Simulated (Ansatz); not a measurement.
# BiTe: levels along high-symmetry lines

```yaml
crystal:
  lattice:
    - [0.00000, 3.23500, 3.23500]
    - [3.23500, 0.00000, 3.23500]
    - [3.23500, 3.23500, 0.00000]
  atoms:
    - { symbol: Bi, position: [0.00000, 0.00000, 0.00000] }
    - { symbol: Te, position: [0.50000, 0.50000, 0.50000] }
```

Atom numbers follow the list: Bi1, Te2.

The cell is COD entry 9008604, as deposited and not checked against the literature; nothing was relaxed.

No spin–orbit coupling, which matters for the heavy atoms here.

Computed with DFT, PBE, all-electron LAPW, scalar-relativistic in Ansatz 0.2.0.

The runs use a Γ-centred 10×10×10 k mesh, Fermi–Dirac smearing of 0.08 eV, basis error target 0.5 meV/atom, no spin polarisation.

Points in fractions of the reciprocal vectors of this cell: Γ (0, 0, 0), X (0.5, 0, 0.5), U (0.625, 0.25, 0.625), K (0.375, 0.375, 0.75), L (0.5, 0.5, 0.5), W (0.5, 0.25, 0.75). The path joins them by straight lines in the order Γ–X–U–K–Γ–L–W–X; legs that retrace an earlier one aren't tabulated. Energies are in eV from the Fermi level.

Problem. Metal or insulator at this level of theory?

Solution. No gap opens: metallic or semimetallic.

Problem. Tabulate bands 27 to 33, counted from the lowest band of the run, along the path.

Solution. 
```tsv
k (1/Å)	point	band 27	band 28	band 29	band 30	band 31	band 32	band 33
0.00	Γ	-8.13	-2.55	-2.55	-2.55	2.15	2.15	2.15
0.24		-8.53	-2.83	-2.83	-1.77	0.35	2.27	2.27
0.49		-9.25	-3.38	-3.38	-2.76	0.81	2.71	2.71
0.73		-9.77	-4.81	-3.85	-3.85	2.43	3.29	3.29
0.97	X	-9.95	-5.67	-4.02	-4.02	2.24	3.58	3.58
1.06		-10.01	-5.64	-3.99	-3.98	2.33	3.44	3.46
1.14		-10.16	-5.57	-3.90	-3.87	2.54	3.06	3.19
1.23		-10.40	-5.46	-3.74	-3.69	2.46	2.55	3.26
1.31	U	-10.69	-5.30	-3.52	-3.46	1.98	1.98	3.83
1.46		-10.84	-5.10	-4.15	-2.45	0.61	2.74	4.04
1.61		-10.93	-4.72	-4.70	-1.62	-0.33	3.40	3.51
1.76		-10.84	-5.10	-4.15	-2.45	0.61	2.74	4.04
1.91	K	-10.69	-5.30	-3.52	-3.46	1.98	1.98	3.83
2.17		-10.63	-4.60	-2.57	-2.48	0.33	0.43	3.48
2.42		-9.64	-3.69	-1.79	-1.54	-0.42	-0.33	2.71
2.68		-8.62	-2.88	-2.29	-2.16	0.97	1.07	2.28
2.94	Γ	-8.13	-2.55	-2.55	-2.55	2.15	2.15	2.15
3.15		-8.47	-2.51	-2.51	-2.41	1.52	1.62	1.62
3.36		-9.32	-2.36	-2.36	-2.12	0.47	0.64	0.64
3.57		-10.37	-2.11	-2.11	-1.81	-0.40	-0.23	-0.23
3.78	L	-11.24	-1.93	-1.93	-1.60	-0.82	-0.63	-0.63
3.95		-11.19	-2.88	-2.76	-1.78	-0.64	0.39	0.59
4.12		-11.07	-3.98	-3.91	-1.71	-0.50	2.01	2.21
4.30		-10.93	-4.72	-4.70	-1.62	-0.33	3.40	3.51
4.47	W	-10.87	-4.98	-4.98	-1.58	-0.26	3.93	3.93
4.59		-10.65	-5.26	-4.66	-2.27	0.56	3.45	4.32
4.71		-10.33	-5.48	-4.35	-3.16	1.86	2.87	3.87
4.83		-10.06	-5.62	-4.11	-3.79	2.41	3.04	3.65
4.95	X	-9.95	-5.67	-4.02	-4.02	2.24	3.58	3.58
```
